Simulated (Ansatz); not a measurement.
Task: Each is relaxed and computed with PBEsol (plane waves, PAW; program Ansatz). Which is the only metal?
A. FeGe, C2/m (Pearson symbol mS16)
B. SiGe, wurtzite
C. Ge3N4, P6_3/m (Ge on 6h, N on 6h, N on 2c)
D. FeBiO3, Ima2 (Bi on 4b, Fe on 4a, O on 8c, O on 4b)

Result: A, FeGe, C2/m (Pearson symbol mS16). FeGe: metal; FeBiO3: gap 0.83 eV (direct); Ge3N4: gap 2.09 eV (direct); SiGe: gap 0.35 eV (indirect). Spin orders computed, not proven ground states: FeGe, C2/m (Pearson symbol mS16) ferromagnetic; FeBiO3, Ima2 (Bi on 4b, Fe on 4a, O on 8c, O on 4b) antiferromagnetic. Typed or built starts, not in the databases checked: FeBiO3, Ima2 (Bi on 4b, Fe on 4a, O on 8c, O on 4b). Not the usual ambient phase: FeBiO3, Ima2 (Bi on 4b, Fe on 4a, O on 8c, O on 4b). Standing as an ambient phase not checked: FeGe, C2/m (Pearson symbol mS16); SiGe, wurtzite. All cells were relaxed under the symmetry of their starts (and spin orders); stability against distortions was not tested throughout. Cells of antiferromagnets are given as chemical subcells. No Hubbard U is applied. Scalar-relativistic: spin–orbit coupling is off unless named, which matters more the heavier the elements.

Potentials: the later of the program's two PAW sets.
